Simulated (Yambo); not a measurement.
G0W0@PBEsol for Cs₃CoF₆ (space group Fm-3m, No. 225) in Yambo. Reference settings: 2×2×2 Γ-centred k mesh, bands 5 to 372 and a 8 Ry block in the screening, 372 bands in G with the Bruneval-Gonze terminator, plasmon pole fitted at 27.2 eV. The PBEsol gap X → Γ on this mesh is 1.31 eV; G0W0 gaps are taken between the same points.

With and without the terminator, as bands are cut:

```csv
bands in G (in W),"gap, terminator (eV)","gap, none (eV)","valence shift, terminator (eV)","valence shift, none (eV)"
139 (372),4.682,4.750,-1.180,-0.680
239 (372),4.651,4.658,-1.159,-0.832
372 (372),4.655,4.674,-1.140,-0.936
```

Over this range the gap spans 0.031 eV with the terminator and 0.092 eV without, the valence shift 0.040 eV and 0.256 eV. Neither column has reached its limit for certain.

Geometry of the Materials Project entry, not relaxed at this level; primitive cell a = 6.5421 Å, b = 6.5421 Å, c = 6.5421 Å, α = 60.00°, β = 60.00°, γ = 60.00°.

The structure is a Materials Project entry; no match was found in the copy of COD used, and its stability was not checked.

The runs are not spin-polarised; magnetic order was not tried.

A shift is the quasiparticle energy of the state minus its PBEsol energy.
